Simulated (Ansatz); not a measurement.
AlGa3As4:
```yaml
crystal:
  lattice:
    - [4.01056, 0.00000, 0.00000]
    - [0.00000, 4.01056, 0.00000]
    - [0.00000, 0.00000, 11.32561]
  atoms:
    - { symbol: Ga, position: [0.00000, 0.00000, 0.75028] }
    - { symbol: As, position: [0.50000, 0.00000, 0.87517] }
    - { symbol: Ga, position: [0.50000, 0.50000, 0.00000] }
    - { symbol: As, position: [0.00000, 0.50000, 0.12483] }
    - { symbol: Ga, position: [0.00000, 0.00000, 0.24972] }
    - { symbol: As, position: [0.50000, 0.00000, 0.37516] }
    - { symbol: Al, position: [0.50000, 0.50000, 0.50000] }
    - { symbol: As, position: [0.00000, 0.50000, 0.62484] }
```

Relaxed with r²SCAN. Special points in fractions of this cell's reciprocal vectors: Γ (0.000, 0.000, 0.000); X (0.000, 0.500, 0.000); M (0.500, 0.500, 0.000); Z (0.000, 0.000, 0.500); R (0.000, 0.500, 0.500); A (0.500, 0.500, 0.500).

Q: List the band energies nearest the valence-band maximum at these points for DFT-r²SCAN in the program Ansatz with PAW potentials.

A: In eV from the valence-band maximum; about four levels below and three above (degenerate sets whole), none deeper than 8.9 eV; points with the same levels are listed once.

| k | below | above |
|---|---|---|
| Γ | -1.59 -1.59 -0.01 0.00 0.00 | 1.29 1.78 2.12 |
| X | -1.11 -1.09 -1.07 -1.06 | 1.41 1.87 3.19 |
| M | -2.62 -2.61 -2.61 -2.61 | 1.78 1.78 1.88 |
| Z | -0.72 -0.72 -0.54 -0.54 | 1.74 1.94 2.63 |
| R | -1.21 -1.13 -1.10 -1.10 | 2.47 2.55 2.57 |
| A | -2.99 -2.99 -2.95 -2.95 | 2.76 2.76 2.91 |

Space group P-4m2. The start of the workflow was typed in or built on a structure type; neither database checked (COD, Materials Project) lists it. Whether it is the stable phase at ambient conditions was not checked. The cell was relaxed with r²SCAN under the symmetry of its start; whether a distortion lowers the energy is not shown. Spin–orbit coupling is left out wherever it is not named.

Potentials: the earlier of the program's two PAW sets.
